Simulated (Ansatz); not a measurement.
Starting cell, CsPbCl$_{3}$ (cubic perovskite):

```xyz
5
Lattice="5.7357 0.0000 0.0000 0.0000 5.7357 0.0000 0.0000 0.0000 5.7357" Properties=species:S:1:pos:R:3 pbc="T T T"
Cs     0.0000     0.0000     0.0000
Pb     2.8678     2.8678     2.8678
Cl     0.0000     2.8678     2.8678
Cl     2.8678     2.8678     0.0000
Cl     2.8678     0.0000     2.8678
```

In each cell atom 2 (Pb, nearest neighbour Cl at 2.868 Å; its periodic images, 5.7 Å or more away, move with it) moves by s·(0.000, 0.000, 1.000) (along Cartesian z), the rest being held.

Method: PBE (plane waves to 420 eV, PAW, scalar-relativistic; Ansatz, a quantum-chemistry and plane-wave program). k mesh 5×5×5 (Γ-centred), Fermi-Dirac smearing 0.05 eV. E stands for the smeared free energy. CsPbCl3 was relaxed with its symmetry unable to fall. Spin-orbit coupling is left out, though Pb is heavy. The PAW data are Ansatz's earlier set. This is a high-temperature form of CsPbCl3. ΔE is measured from the undisplaced structure.

| s (Å) | ΔE (meV/cell) |
|---|---|
| -0.570 | 763 |
| -0.456 | withheld |
| -0.342 | 164 |
| -0.228 | 58 |
| -0.114 | 12 |
| 0.000 | 0 |
| 0.114 | 12 |
| 0.228 | 58 |
| 0.342 | 164 |
| 0.456 | withheld |
| 0.570 | 763 |

Q: Fit an even polynomial form (powers 2, 4) to the given rows and predict ΔE at s = 0.456.

A: Least squares on the 9 given rows: ΔE = (872.5)·s² + (4542)·s⁴, in meV/cell with s in Å; root-mean-square residual 0.2 meV/cell. At 0.456 the fit gives 378 meV/cell; the calculation gives 376 meV/cell, so the interpolation is off by 2 (+0.5 %). The quadratic term alone would give 181 meV/cell.

(A displaced cell: forces are minus the slopes of the energy, force constants its curvatures, and phonons follow from these.)
